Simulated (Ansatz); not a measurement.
# Field gradients of Al₂Cu from run to run

Cell of run 1: an entry of the Crystallography Open Database (COD), atoms as given.

```cif
data_Al2Cu
_symmetry_space_group_name_H-M 'I4/mcm'
_symmetry_Int_Tables_number 140
_cell_length_a 6.0670
_cell_length_b 6.0670
_cell_length_c 4.8770
_cell_angle_alpha 90.000
_cell_angle_beta 90.000
_cell_angle_gamma 90.000
loop_
_atom_site_label
_atom_site_type_symbol
_atom_site_symmetry_multiplicity
_atom_site_Wyckoff_symbol
_atom_site_fract_x
_atom_site_fract_y
_atom_site_fract_z
Al Al 8 h 0.1581 0.6581 0.5000
Cu Cu 4 a 0.0000 0.0000 0.7500
```

One atom of each set is listed; the run and its k-mesh use a cell of 6 atoms with edges of 4.93, 4.93, 4.93 Å.

Relaxed positions (PBE, cell held):

Al (0.1581, 0.6581, 0.5000)
Cu (0.0000, 0.0000, 0.7500)

All runs are DFT with Ansatz 0.2.0 (plane waves and PAW, scalar-relativistic unless spin–orbit coupling is named, Γ-centred meshes, Fermi–Dirac smearing where given) in this cell.

Run 1: PBE, atoms as given; 420 eV, 12×12×12 k-points, smearing 0.02 eV.
Run 2: r2SCAN, at the relaxed atoms; 500 eV, 12×12×12 k-points, smearing 0.05 eV.
Run 3: LDA, at the relaxed atoms; 420 eV, 12×12×12 k-points, smearing 0.05 eV.
Run 4: PBEsol, at the relaxed atoms; 420 eV, 12×12×12 k-points, smearing 0.05 eV.

```json
{"run": "1", "Al V_zz (η)": "-0.76 (0.63)", "Cu V_zz (η)": "-2.82 (0.00)"}
{"run": "2", "Al V_zz (η)": "-0.78 (0.52)", "Cu V_zz (η)": "-2.87 (0.00)"}
{"run": "3", "Al V_zz (η)": "-0.77 (0.61)", "Cu V_zz (η)": "-2.73 (0.00)"}
{"run": "4", "Al V_zz (η)": "?", "Cu V_zz (η)": "?"}
```

V_zz in 10²¹ V/m².

Question: Estimate the row of run 4.

Answer: Al: -0.77 (0.57); Cu: -2.78 (0.00). It lies nearest to run 1, from whose tensors on these sites it differs by 0.04 at most (largest principal value of the difference, on Cu).

With these PAW files V_zz is typically within 2 to 3 % of all-electron values, but misses above 10 % occur on Al. In runs 1, 2, 3, 4 there is no gap above 0.1 eV, so the gradients can move by 10 % or more with the k-mesh. The cell isn't the equilibrium one in run 3 (calculated pressure -6 GPa), and the entry's cell may itself be off.
